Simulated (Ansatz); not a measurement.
Cs2WO2F4:
```
Cs2WO2F4
1.0
    5.54265     3.10569     0.00000
   -5.54265     3.10569     0.00000
   -0.15022     0.00000     5.00004
Cs W O F
2 1 2 4
Direct
  0.67647   0.32353   0.30371
  0.32353   0.67647   0.69629
  0.00000   0.00000   0.00000
  0.85833   0.14167   0.81010
  0.14167   0.85833   0.18990
  0.83991   0.71435   0.77500
  0.16009   0.28565   0.22500
  0.71435   0.83991   0.22500
  0.28565   0.16009   0.77500
```

Relaxed with r²SCAN. Independent-particle spectrum: no excitons, no local fields, no scissors shift; 0.1 eV broadening; ε₁ of the summed bands alone.

Q: Tabulate the dielectric function from plane-wave PAW r²SCAN (Ansatz code).

A: 

```csv
E (eV),ε₁ xx,ε₂ xx,ε₁ yy,ε₂ yy,ε₁ zz,ε₂ zz
0.0,3.47,0.00,2.56,0.00,2.83,0.00
0.3,3.48,0.00,2.56,0.00,2.84,0.00
0.6,3.49,0.00,2.57,0.00,2.85,0.00
0.9,3.52,0.00,2.57,0.00,2.86,0.00
1.2,3.56,0.00,2.58,0.00,2.88,0.00
1.5,3.61,0.00,2.60,0.00,2.91,0.00
1.8,3.68,0.00,2.62,0.00,2.95,0.00
2.1,3.76,0.00,2.64,0.00,3.00,0.00
2.4,3.88,0.00,2.67,0.00,3.07,0.00
2.7,4.03,0.00,2.71,0.00,3.17,0.00
3.0,4.20,0.03,2.76,0.02,3.23,0.09
3.3,4.49,0.04,2.75,0.12,3.59,0.45
3.6,4.79,0.01,2.74,0.05,3.24,0.01
3.9,5.36,0.00,2.86,0.00,3.61,0.00
4.2,6.28,0.01,3.00,0.00,3.99,0.02
4.5,8.28,0.10,3.16,0.48,4.91,0.10
4.8,16.07,1.07,2.77,0.12,7.18,0.52
5.1,-0.72,34.10,3.05,0.07,1.95,12.27
5.4,-8.24,0.95,3.26,0.00,-1.12,0.42
5.7,-1.81,0.01,3.60,0.05,1.49,0.01
6.0,0.15,0.02,4.06,0.11,2.62,0.04
6.3,1.79,0.91,5.69,0.46,4.62,2.16
6.6,0.60,0.54,1.58,5.25,0.64,1.13
6.9,1.62,0.44,2.00,0.36,2.18,0.30
7.2,1.80,0.76,2.00,1.50,2.21,0.88
7.5,1.96,0.66,2.44,0.54,2.30,0.83
7.8,2.61,0.81,3.35,0.52,2.88,0.72
8.1,2.41,1.72,3.92,2.57,2.84,1.80
8.4,2.00,1.61,1.83,1.74,2.07,1.25
8.7,1.67,1.30,2.32,1.16,2.17,1.01
9.0,1.79,0.96,2.49,1.12,2.42,0.77
9.3,2.00,0.74,2.59,0.93,2.41,0.82
9.6,2.52,0.57,3.03,0.81,2.95,0.68
9.9,3.03,1.48,3.21,1.10,3.27,1.38
10.2,2.97,1.70,3.87,1.21,3.31,1.42
10.5,2.71,1.72,4.34,2.22,3.55,2.04
10.8,3.02,2.25,4.27,2.53,3.56,2.32
11.1,1.41,3.49,1.24,6.13,1.62,4.79
11.4,0.87,1.97,0.41,3.37,0.57,2.55
11.7,1.22,1.29,0.08,1.80,0.74,1.56
12.0,1.83,1.05,1.36,1.16,1.50,1.03
```

With all bands, ε∞ without local fields is 3.64 (xx), 2.74 (yy), 3.02 (zz).

Space group C2/m. The workflow started from a Materials Project entry (that database holds measured and hypothetical structures alike); the Crystallography Open Database copy checked does not list it. Its standing as an ambient phase is unchecked. Symmetry was held in the r²SCAN relaxation; whether a distortion lowers the energy is not shown. The run is not spin-polarised. No Hubbard U is applied. Spin–orbit coupling is left out wherever it is not named.

Potentials: the later of the program's two PAW sets.
